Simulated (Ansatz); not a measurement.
Take a crystal in which Ca has been replaced by Be on all its sites, with the cell rescaled by a rough guess (in some cases also distorted within its space group) and nothing relaxed:

```
Be
1.0
    -1.67353    1.67353    1.66664
     1.67353   -1.67353    1.66664
     1.67353    1.67353   -1.66664
Be
1
Direct
  0.50000 0.50000 0.00000
```

Level of theory: DFT PBEsol, scalar-relativistic, plane waves, PAW in Ansatz 0.2.0.

Settings: cutoff 420 eV, Γ-centred mesh 18×18×18 on the computed 1-atom cell, Gaussian smearing of 0.10 eV; no spin polarisation.

(1) What pressure does the cell carry?

(2) Is it a metal on this mesh?

## Answers

(1) The pressure is -22.8 GPa (positive in compression), so the cell would contract.

(2) Yes, a band crosses the Fermi level.

This bcc form isn't the element's structure at ambient conditions.